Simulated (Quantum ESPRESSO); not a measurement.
## Ga3GeO5N (input and log of a self-consistent run)

Computed values, not a measurement. The program is pw.x of Quantum ESPRESSO 7.5 (plane-wave density functional theory). The cell is made up: 10 atoms on a corundum lattice, with randomly drawn elements, strain and displacements, not relaxed. PseudoDojo standard norm-conserving files (v0.5 for PBE, v0.4.1 for LDA and PBEsol) set the functional; there is no spin polarisation, spin-orbit coupling or dispersion term, and the masses in the input are unused placeholders.

Input:

```
&control calculation='scf', pseudo_dir='./dojo.nc.sr.pbe.v0_5.standard.upf', outdir='./o', disk_io='low', tprnfor=.true., tstress=.true. /
&system ibrav=0, nat=10, ntyp=4, nbnd=50, ecutwfc=105.61755193, nosym=.true., tot_charge=0,
 occupations='smearing', smearing='fd', degauss=0.0018374661
/
&electrons conv_thr=7.350e-09, electron_maxstep=60, /
ATOMIC_SPECIES
Ga 1.0 Ga.upf
Ge 1.0 Ge.upf
N 1.0 N.upf
O 1.0 O.upf
CELL_PARAMETERS angstrom
2.5823 1.4909 4.6373
-2.5823 1.4909 4.6373
0.0 -2.9818 4.6373
ATOMIC_POSITIONS angstrom
Ga 0.0062 0.0514 4.9709
Ga 0.0282 0.0357 2.0161
Ga -0.095 0.1269 8.9538
Ge 0.0481 0.0427 11.8302
O -0.9675 1.5646 8.0681
O -0.8345 -1.5047 8.0442
O 1.8015 0.2225 8.0867
O 0.9495 -1.6686 5.7897
O 0.7666 1.7321 5.7673
N -1.7951 -0.2108 5.6756
K_POINTS automatic
7 7 7 1 1 1
```

The log is shortened where brackets say so; the opening notice, blank lines, dates and the lines on written files are dropped, and the path of the files is cut. It prints rydbergs, bohrs and kilobars, and counts compression as positive stress. With no partly filled state, the Fermi energy that it prints is only some level between the filled and the empty states on the mesh, and need not lie in the true gap.

```
     Program PWSCF v.7.5
     Parallel version (MPI & OpenMP), running on       4 processor cores
     Number of MPI processes:                 4
     Threads/MPI process:                     1
     [start-up lines left out]
     bravais-lattice index     =            0
     lattice parameter (alat)  =      10.4185  a.u.
     unit-cell volume          =     722.8834 (a.u.)^3
     number of atoms/cell      =           10
     number of atomic types    =            4
     number of electrons       =        88.00
     number of Kohn-Sham states=           50
     kinetic-energy cutoff     =     105.6176  Ry
     charge density cutoff     =     422.4702  Ry
     scf convergence threshold =      7.3E-09
     mixing beta               =       0.7000
     number of iterations used =            8  plain     mixing
     Exchange-correlation= PBE
                           (   1   4   3   4   0   0   0)
     [axes and pseudopotential details left out]
   Cartesian axes
     site n.     atom                  positions (alat units)
         1        Ga     tau(   1) = (   0.0011246   0.0093230   0.9016326  )
         2        Ga     tau(   2) = (   0.0051150   0.0064753   0.3656846  )
         3        Ga     tau(   3) = (  -0.0172313   0.0230174   1.6240596  )
         4        Ge     tau(   4) = (   0.0087245   0.0077450   2.1457873  )
         5        O      tau(   5) = (  -0.1754872   0.2837905   1.4634095  )
         6        O      tau(   6) = (  -0.1513634  -0.2729257   1.4590744  )
         7        O      tau(   7) = (   0.3267600   0.0403575   1.4667832  )
         8        O      tau(   8) = (   0.1722224  -0.3026543   1.0501483  )
         9        O      tau(   9) = (   0.1390476   0.3141721   1.0460854  )
        10        N      tau(  10) = (  -0.3255991  -0.0382354   1.0294526  )
     number of k points=   172  Fermi-Dirac smearing, width (Ry)=  0.0018
     Number of k-points >= 100: set verbosity='high' to print them.
     Dense  grid:   106047 G-vectors     FFT dimensions: (  72,  72,  72)
     Estimated max dynamical RAM per process >     601.14 MB
     Estimated total dynamical RAM >       2.27 GB
     Initial potential from superposition of free atoms
     starting charge      87.9911, renormalised to      88.0000
     Starting wfcs are   60 randomized atomic wfcs
     total cpu time spent up to now is       18.3 secs
     per-process dynamical memory:   546.6 Mb
     Self-consistent Calculation
     iteration #  1     ecut=   105.62 Ry     beta= 0.70
     Davidson diagonalization with overlap
     ethr =  1.00E-02,  avg # of iterations =  2.3
     total cpu time spent up to now is       60.3 secs
     total energy              =    -822.61119677 Ry
     estimated scf accuracy    <       2.35088724 Ry
     iteration #  2     ecut=   105.62 Ry     beta= 0.70
     Davidson diagonalization with overlap
     ethr =  2.67E-03,  avg # of iterations =  3.0
     total cpu time spent up to now is      102.2 secs
     total energy              =    -823.22900301 Ry
     estimated scf accuracy    <       2.73215126 Ry
     iteration #  3     ecut=   105.62 Ry     beta= 0.70
     Davidson diagonalization with overlap
     ethr =  2.67E-03,  avg # of iterations =  2.0
     total cpu time spent up to now is      139.9 secs
     total energy              =    -823.70603278 Ry
     estimated scf accuracy    <       0.09293413 Ry
     iteration #  4     ecut=   105.62 Ry     beta= 0.70
     Davidson diagonalization with overlap
     ethr =  1.06E-04,  avg # of iterations =  4.0
     total cpu time spent up to now is      181.2 secs
     total energy              =    -823.73243320 Ry
     estimated scf accuracy    <       0.00585777 Ry
     iteration #  5     ecut=   105.62 Ry     beta= 0.70
     Davidson diagonalization with overlap
     ethr =  6.66E-06,  avg # of iterations =  6.6
     total cpu time spent up to now is      229.6 secs
     total energy              =    -823.73326482 Ry
     estimated scf accuracy    <       0.00298183 Ry
     [iterations 6 to 8 left out]
     iteration #  9     ecut=   105.62 Ry     beta= 0.70
     Davidson diagonalization with overlap
     ethr =  1.53E-08,  avg # of iterations =  3.0
     total cpu time spent up to now is      379.4 secs
     total energy              =    -823.73353138 Ry
     estimated scf accuracy    <       0.00000445 Ry
     iteration # 10     ecut=   105.62 Ry     beta= 0.70
     Davidson diagonalization with overlap
     ethr =  5.06E-09,  avg # of iterations =  2.0
     total cpu time spent up to now is      416.1 secs
     total energy              =    -823.73353176 Ry
     estimated scf accuracy    <       0.00000087 Ry
     iteration # 11     ecut=   105.62 Ry     beta= 0.70
     Davidson diagonalization with overlap
     ethr =  9.87E-10,  avg # of iterations =  2.0
     total cpu time spent up to now is      456.1 secs
     total energy              =    -823.73353188 Ry
     estimated scf accuracy    <       0.00000004 Ry
     iteration # 12     ecut=   105.62 Ry     beta= 0.70
     Davidson diagonalization with overlap
     ethr =  4.23E-11,  avg # of iterations =  3.4
     total cpu time spent up to now is      509.1 secs
     total energy              =    -823.73353190 Ry
     estimated scf accuracy    <       0.00000004 Ry
     iteration # 13     ecut=   105.62 Ry     beta= 0.70
     Davidson diagonalization with overlap
     ethr =  4.23E-11,  avg # of iterations =  2.0
     total cpu time spent up to now is      550.3 secs
     End of self-consistent calculation
     Number of k-points >= 100: set verbosity='high' to print the bands.
     the Fermi energy is    10.2751 ev
!    total energy              =    -823.73353190 Ry
     estimated scf accuracy    <          5.1E-09 Ry
     smearing contrib. (-TS)   =      -0.00000000 Ry
     internal energy E=F+TS    =    -823.73353190 Ry
     The total energy is F=E-TS. E is the sum of the following terms:
     one-electron contribution =    -256.43133776 Ry
     hartree contribution      =     205.82222178 Ry
     xc contribution           =    -217.53581340 Ry
     ewald contribution        =    -555.58860252 Ry
     convergence has been achieved in  13 iterations
     Forces acting on atoms (cartesian axes, Ry/au):
     atom    1 type  1   force =    -0.03133757   -0.01038431    0.03332297
     atom    2 type  1   force =    -0.03712100   -0.09197650   -0.01991509
     atom    3 type  1   force =     0.05446254   -0.02362116    0.01769667
     atom    4 type  2   force =     0.01235675    0.04368654   -0.04905994
     atom    5 type  4   force =    -0.02510823    0.04258077   -0.01575357
     atom    6 type  4   force =     0.00582649   -0.01212344    0.01570067
     atom    7 type  4   force =     0.02098554   -0.04425693   -0.03638866
     atom    8 type  4   force =     0.05764523    0.11807648   -0.03078674
     atom    9 type  4   force =     0.00081120   -0.05754739    0.01166668
     atom   10 type  3   force =    -0.05852095    0.03556595    0.07351701
     Total force =     0.243594     Total SCF correction =     0.000128
     Computing stress (Cartesian axis) and pressure
          total   stress  (Ry/bohr**3)                   (kbar)     P=      -74.75
  -0.00048591  -0.00025064   0.00009155          -71.48      -36.87       13.47
  -0.00025064  -0.00061724  -0.00023547          -36.87      -90.80      -34.64
   0.00009155  -0.00023547  -0.00042124           13.47      -34.64      -61.97
     init_run     :     17.05s CPU     17.97s WALL (       1 calls)
     electrons    :    527.59s CPU    532.03s WALL (       1 calls)
     forces       :      5.51s CPU      5.56s WALL (       1 calls)
     stress       :     18.78s CPU     18.83s WALL (       1 calls)
     [timing details left out]
     PWSCF        :   9m29.54s CPU   9m35.56s WALL
     JOB DONE.
```

In other units: free energy -11207.466 eV for the cell, pressure -7.47 GPa, largest force component 3.036 eV/Å. This run is the check on a run of the same cell at 1143 eV and a 5 x 5 x 5 mesh: rerunning at 1437 eV and a 7 x 7 x 7 mesh moved values by no more than 0.004 eV in energy, 0.04 GPa in stress and 0.002 eV/Å in force.